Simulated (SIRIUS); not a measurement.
Band structure of Ag (Fm-3m, 1 atom in the cell; from Materials Project mp-124, lattice scaled a little).

```xyz
1
Lattice="0.0000 2.0198 2.0198 2.0198 0.0000 2.0198 2.0198 2.0198 0.0000" Properties=species:S:1:pos:R:3 pbc="T T T"
Ag     0.0000     0.0000     0.0000
```

Method: PBE, PseudoDojo 0.5 standard norm-conserving PBE (tails mended) pseudopotentials (plane waves; SIRIUS).

Settings: parameters.ngridk = 14 14 14; parameters.xc_functionals = [XC_GGA_X_PBE, XC_GGA_C_PBE]; parameters.gk_cutoff = 9.055 1/bohr; parameters.pw_cutoff = 18.111 1/bohr; parameters.smearing = gaussian; parameters.smearing_width = 0.00999582 Ha; potentials = PseudoDojo 0.5 standard norm-conserving PBE (tails mended) pseudopotentials; parameters.electronic_structure_method = pseudopotential; parameters.num_bands = 22; parameters.num_mag_dims = 0; parameters.num_dft_iter = 100; parameters.energy_tol = 1e-07 Ha; parameters.density_tol = 1e-06; mixer.type = anderson.

The structure comes from a collection of computed structures, made at another level of theory; the collection holds predicted forms beside known ones. Its lattice was then scaled.

Points are given in units of this cell's reciprocal vectors. Levels in eV from the Fermi level, bands 6 to 13:
| point | 6 | 7 | 8 | 9 | 10 | 11 | 12 | 13 |
|---|---|---|---|---|---|---|---|---|
| Γ (0 0 0) | -4.87 | -4.87 | -4.87 | -3.77 | -3.77 | 16.32 | 20.06 | 20.06 |
| X (0.5 0 0.5) | -6.46 | -2.95 | -2.70 | -2.70 | 1.61 | 7.06 | 10.93 | 10.93 |
| W (0.5 0.25 0.75) | -5.17 | -5.17 | -3.76 | -2.70 | 6.14 | 6.14 | 7.30 | 8.43 |
| K (0.375 0.375 0.75) | -5.71 | -4.12 | -3.53 | -3.00 | 4.43 | 5.45 | 7.43 | 13.11 |
| L (0.5 0.5 0.5) | -4.89 | -4.89 | -2.92 | -2.92 | -0.46 | 3.85 | 15.52 | 18.38 |
| U (0.625 0.25 0.625) | -5.71 | -4.12 | -3.53 | -3.00 | 4.43 | 5.45 | 7.43 | 13.11 |

1 band crosses the Fermi level along this path, so the cell has no gap at this level.

“Tails mended”: in these copies of the files the far tail of each local potential was reset to the Coulomb form.
